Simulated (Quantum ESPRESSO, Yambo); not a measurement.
## G0W0 results for BaO

BaO is taken in the hexagonal space group P6₃/mmc (No. 194), the NiAs type structure, Pearson symbol hP4. Cell: a = b = 3.7434 Å, c = 6.5331 Å, α = β = 90.00°, γ = 120.00°. O on 2a is surrounded by 6 Ba at 2.709 Å (octahedral). Ba on 2c sees 6 O at 2.709 Å (trigonal prismatic). (Neighbours: up to the widest gap in distance over summed covalent radii, below 1.35, at either atom; cation-cation contacts left out.)

Cell and atoms were relaxed with PBEsol from Materials Project entry mp-1008500, within its symmetry.

Starting point: PBEsol (Quantum ESPRESSO, PseudoDojo norm-conserving, 84 Ry, with spin-orbit coupling). G0W0 in Yambo: 3×3×2 Γ-centred k mesh, 244 bands and a 7 Ry block in the screening, 244 bands in G with the Bruneval-Gonze terminator, plasmon pole fitted at 27.2 eV.

```yaml
PBEsol gap along the band path: 2.40 eV
PBEsol gap between the mesh's edge points (H → (0, 0.333, 0)): 2.70 eV
G0W0 gap between the same points: 3.76 eV
PBEsol smallest direct gap on the mesh (at (0, 0.333, 0)): 2.85 eV
G0W0 direct gap at that point: 3.89 eV
estimate of the fundamental G0W0 gap (path gap plus the correction; the mesh misses a band edge): 3.46 eV
```

```
k point        band  E PBEsol (eV)  E QP (eV)  shift (eV)     Z
-------------  ----  -------------  ---------  ----------  ----
Γ                VB          -0.05      -0.51       -0.46  0.77
Γ                CB           3.30       3.86        0.56  0.84
A                VB          -1.07      -1.68       -0.61  0.77
A                CB           4.06       4.80        0.74  0.83
(0, 0.333, 0)  VB−2          -0.45      -1.01       -0.55  0.77
(0, 0.333, 0)  VB−1          -0.15      -0.65       -0.50  0.77
(0, 0.333, 0)    VB          -0.15      -0.65       -0.50  0.77
(0, 0.333, 0)    CB           2.70       3.25        0.55  0.84
(0, 0.333, 0)  CB+1           2.70       3.25        0.55  0.84
K                VB          -0.80      -1.40       -0.60  0.77
K                CB           4.15       4.79        0.63  0.83
H                VB           0.00      -0.51       -0.51  0.78
H                CB           4.66       5.29        0.63  0.84
```

Energies count from the PBEsol valence-band maximum.

Nearest settings tried, and what they do to the gap: 116 bands in W: +109 meV; 3 Ry block (43 vectors against 161): +48 meV. Not varied: bands in G, mesh. So the settings aren't converged at that level. The k mesh is coarse.

This is not the ordinary phase of the substance; no match was found in the copy of COD used, and its stability was not checked.
